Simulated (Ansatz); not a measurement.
**InAs with Be replacing In: gradients before and after relaxing the atoms**

Start: a supercell of InAs (zinc blende type, F-43m) built from a COD entry (the entry's cell lengths or inner coordinates differ somewhat from later room-temperature determinations), with all atoms left at the host's positions.

```cif
data_BeIn26As27
_symmetry_space_group_name_H-M 'F-43m'
_symmetry_Int_Tables_number 216
_cell_length_a 18.1080
_cell_length_b 18.1080
_cell_length_c 18.1080
_cell_angle_alpha 90.000
_cell_angle_beta 90.000
_cell_angle_gamma 90.000
loop_
_atom_site_label
_atom_site_type_symbol
_atom_site_symmetry_multiplicity
_atom_site_Wyckoff_symbol
_atom_site_fract_x
_atom_site_fract_y
_atom_site_fract_z
Be Be 4 a 0.0000 0.0000 0.0000
In2 In 48 h 0.1667 0.0000 0.1667
In5 In 16 e 0.3333 0.8333 0.1667
In9 In 16 e 0.6667 0.6667 0.3333
In15 In 24 f 0.5000 0.6667 0.5000
As28 As 16 e 0.0833 0.9167 0.0833
As29 As 24 g 0.2500 0.9167 0.2500
As33 As 48 h 0.5833 0.7500 0.4167
As41 As 16 e 0.4167 0.5833 0.4167
As54 As 4 c 0.7500 0.2500 0.7500
```

One atom of each set is listed; the run and its k-mesh use a cell of 54 atoms with edges of 12.80, 12.80, 12.80 Å.

Method: Kohn–Sham DFT in Ansatz, PBE, plane waves and PAW, scalar-relativistic, 420 eV cutoff, Γ-centred 2×2×2 k-points, Fermi–Dirac smearing 0.01 eV, cell charge -1.

The largest force at the start is 1.6 eV/Å. Relaxing the ions at fixed cell moves them by 0.315 Å at most (atom 30, As) and 0.098 Å rms.

```csv
site,moved (Å),first shell before,first shell after,V_zz before (10²¹ V/m²),η before
Be,0.000,4 As at 2.61 Å,4 As at 2.30 Å,0.00,–
In2,0.097,4 As at 2.61 Å,4 As at 2.63–2.65 Å,-1.98,0.27
In5,0.020,4 As at 2.61 Å,4 As at 2.62–2.63 Å,0.37,0.00
In9,0.004,4 As at 2.61 Å,4 As at 2.62 Å,0.39,0.00
In15,0.009,4 As at 2.61 Å,4 As at 2.62 Å,-0.26,0.77
As28,0.315,"1 Be at 2.61 Å, 3 In at 2.61 Å","1 Be at 2.30 Å, 3 In at 2.64 Å",-5.50,0.00
As29,0.026,4 In at 2.61 Å,4 In at 2.62–2.65 Å,-1.42,0.42
As33,0.012,4 In at 2.61 Å,4 In at 2.62–2.63 Å,0.76,0.16
As41,0.007,4 In at 2.61 Å,4 In at 2.62–2.63 Å,-0.025,0.00
```

Q: How do the gradients change?

A: 

| site | V_zz after | η after | change of V_zz |
| --- | --- | --- | --- |
| Be | 0.00 | – | 0.00 |
| In2 | -3.03 | 0.90 | -1.05 |
| In5 | 0.87 | 0.00 | +0.50 |
| In9 | 0.17 | 0.00 | -0.22 |
| In15 | 0.43 | 0.93 | – |
| As28 | -5.72 | 0.00 | -0.22 |
| As29 | 1.85 | 0.24 | +3.27 |
| As33 | 0.76 | 0.73 | – |
| As41 | -0.18 | 0.00 | -0.15 |

The largest change of V_zz along a kept axis is on As29, from -1.42 to 1.85. In per cent, |V_zz| changes by +4 on As (all sites that start above 2). On In2, As29 V_xx and V_yy change places (or their axes turn by over 50°), so the two values of η hide a larger change. V_zz changes sign on As29 (same axis). On As33, In15 the largest principal value lies along another axis in the second run, so the two V_zz can't be compared directly. Other sites without a gradient aren't listed.

The run isn't spin-polarised, and a state with spin may lie lower. The defect repeats with the cell of 54 atoms, so it feels its images: sites between two images don't show the values beside a lone defect, and zeros or small values of η there can come from the images' arrangement. A uniform background compensates the cell's charge. The defect cell has no gap above 0.1 eV on its mesh, so the values can hang on the smearing and the k-mesh. Without spin–orbit coupling (the program notes it for In) the gradients can shift somewhat, as the gap is small.
Before: The neighbours have not yet relaxed around the defect (largest force 1.6 eV/Å), so a real crystal will differ.
After: The relaxation keeps the site symmetry -43m of the start, so the impurity can't leave its site; a distortion that would localise the partly filled state isn't explored.
